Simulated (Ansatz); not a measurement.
A geometry of Bi$_{2}$Te$_{3}$ away from equilibrium: the start of the relaxation of a generated cell, Bi2Te3 placed in the Bi2Te3 structure type. Method: r2SCAN (plane waves to 500 eV, PAW, scalar-relativistic; Ansatz, a program for electronic structure). Γ-centred k-mesh 6×6×6 on the run's cell (coarser than for final values), Fermi–Dirac smearing 0.05 eV.

```xyz
5
Lattice="2.1846 1.2613 10.1410 -2.1846 1.2613 10.1410 0.0000 -2.5225 10.1410" Properties=species:S:1:pos:R:3 pbc="T T T"
Bi     0.0000     0.0000    12.1387
Bi     0.0000     0.0000    18.2842
Te     0.0000     0.0000     0.0000
Te     0.0000     0.0000     6.3280
Te     0.0000     0.0000    24.0950
```

**Question.** What forces act on the atoms (eV/Å)?

**Answer.** 
```
atom    Fx    Fy     Fz
----  ----  ----  -----
Bi1   0.00  0.00   0.59
Bi2   0.00  0.00  -0.59
Te3   0.00  0.00   0.00
Te4   0.00  0.00   0.66
Te5   0.00  0.00  -0.66
```

**Question.** What is the pressure?

**Answer.** +1.3 GPa, compression positive.

**Question.** How far above the relaxed end point is this geometry?

**Answer.** 0.03 eV/atom; the path ends in R-3m (No. 166) (AFLOW prototype A2B3_hR5_166_c_ac (C33, as in Bi2Te3)).

No spin polarisation in the result.

The run could not lose the symmetry of its start; a randomly shaken copy of 5 atoms returns to this structure.
